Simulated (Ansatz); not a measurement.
SrIr₂: computed property card

SrIr2:
```cif
data_Ir16Sr8
_chemical_formula_sum 'Ir16 Sr8'
_space_group_name_H-M_alt 'Fd-3m :1'
_space_group_IT_number 227
_space_group_name_Hall 'F 4d 2 3 -1d'
_cell_length_a 7.69670
_cell_length_b 7.69670
_cell_length_c 7.69670
_cell_angle_alpha 90.000
_cell_angle_beta 90.000
_cell_angle_gamma 90.000
loop_
_atom_site_label
_atom_site_type_symbol
_atom_site_symmetry_multiplicity
_atom_site_Wyckoff_symbol
_atom_site_fract_x
_atom_site_fract_y
_atom_site_fract_z
_atom_site_occupancy
Ir1 Ir 16 d 0.62500 0.62500 0.62500 1
Sr1 Sr 8 a 0.00000 0.00000 0.00000 1
```
(The calculation used a cell of 6 atoms; values per cell refer to that cell.)

Space group Fd-3m (No. 227), cubic Laves (MgCu2 type); conventional cell a = b = c = 7.697 Å, α = β = γ = 90.00°.

Method: plane-wave PAW r²SCAN (Ansatz code). Geometry: relaxed at this level of theory. Other levels are named where they apply.

**Cell and energy**

| Property | Result |
|---|---|
| Volume per atom | 19.00 Å³ |
| Density | 13.75 g/cm³ |
| Formation energy from the elements (no fitted shifts) | -0.32 eV/atom |

**Electronic structure**

| Quantity | Result |
|---|---|
| Electronic character | metallic (no gap) |
| Density of states at the Fermi level | 1.2 states/eV per atom (mean over ±0.08 eV) |
| Gap with spin–orbit coupling | none (metallic) |

**Mechanics**

| Quantity | Result |
|---|---|
| Bulk modulus (Birch–Murnaghan fit) | 1610 kbar |
| Pressure derivative B′ | 4.8 |

**Charges**

| Quantity | Value |
|---|---|
| Bader charges | Ir -0.67, Sr +1.33 e |

The workflow started from an entry of the Crystallography Open Database (COD). Its standing as an ambient phase is unchecked. The r²SCAN relaxation kept the symmetry of its start; its stability against distortions is not shown here. The run is not spin-polarised. The references are the lowest solids computed at this level, not always the standard phases. Scalar-relativistic: spin–orbit coupling is off unless named, which matters more the heavier the elements.

Potentials: the later of the program's two PAW sets.
